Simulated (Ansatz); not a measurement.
BPd2 in space group Pnnm (No. 58; B on 2a, Pd on 4g) under volume change, LDA in the plane-wave PAW code Ansatz, shape and atoms relaxed at each volume.

```tsv
V (Å³/atom)	E − E(relaxed) (meV/atom)	P (GPa)
11.010	(withheld)	(withheld)
11.372	33.4	15.69
11.735	(withheld)	(withheld)
12.098	0.0	-0.01
12.461	6.9	-5.88
12.824	25.8	-10.69
13.187	54.7	-14.65
```

**Question.** Complete the blanks.

**Answer.** 
- 11.010, E − E(relaxed) (meV/atom): 80.1
- 11.010, P (GPa): 25.88
- 11.735, E − E(relaxed) (meV/atom): 7.8
- 11.735, P (GPa): 7.13

**Question.** What does a third-order Birch–Murnaghan fit give for V₀, B₀ and B′?

**Answer.** V₀ = 12.10 Å³/atom, B₀ = 214 GPa, B′ = 5.3.

The workflow started from a Materials Project entry (that database holds measured and hypothetical structures alike); the Crystallography Open Database files this formula in space group No. 58, but the cells were not matched. Its standing as an ambient phase is unchecked. Symmetry was held in the LDA relaxation; whether a distortion lowers the energy is not shown. No spin polarisation was allowed.

Potentials: the later of the program's two PAW sets.
